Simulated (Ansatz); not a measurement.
Relaxed-ion elastic tensor of Tc (hcp (Mg type), space group No. 194) in GPa (Voigt order), PBE (plane waves, PAW; program Ansatz); density 11.26 g/cm³, 14.44 Å³ per atom.

```tsv
	1	2	3	4	5	6
1	479	223	189	0.0	0.0	0.0
2	223	479	189	0.0	0.0	0.0
3	189	189	531	0.0	0.0	0.0
4	0.0	0.0	0.0	133	0.0	0.0
5	0.0	0.0	0.0	0.0	133	0.0
6	0.0	0.0	0.0	0.0	0.0	128
```

Task: Is the crystal mechanically stable?

Result: Yes: the smallest eigenvalue of C is 128 GPa.

Task: Work out the Voigt, Reuss and Hill averages.

Result: K_V = 299, K_R = 299, K_H = 299; G_V = 138, G_R = 137, G_H = 137 GPa.

Task: Give Young's modulus, Poisson's ratio, Pugh's ratio and the universal anisotropy index.

Result: E = 9KG/(3K + G) = 357 GPa; ν = 0.30; K/G = 2.18 (ductile by the Pugh limit of 1.75); A_U = 5G_V/G_R + K_V/K_R − 6 = 0.05.

Task: Estimate the sound speeds and the Debye temperature.

Result: v_l = √((K + 4G/3)/ρ) = 6550 m/s, v_t = √(G/ρ) = 3490 m/s, mean 3900 m/s; Θ = (h/k)(3n/4πV)^(1/3) v_m = 477 K.

Task: How much does each axis shrink under pressure?

Result: Linear compressibilities β_i = Σ_j S_ij (j = 1 to 3): x 1.1, y 1.1, z 1.1 per TPa.

Space group P6_3/mmc (hcp (Mg type)). The PBE relaxation kept the symmetry of its start. No spin polarisation was allowed. As this level gives no gap, shear constants depend on the k-mesh and smearing (Fermi–Dirac, 0.1 eV here).

Potentials: the later of the program's two PAW sets.
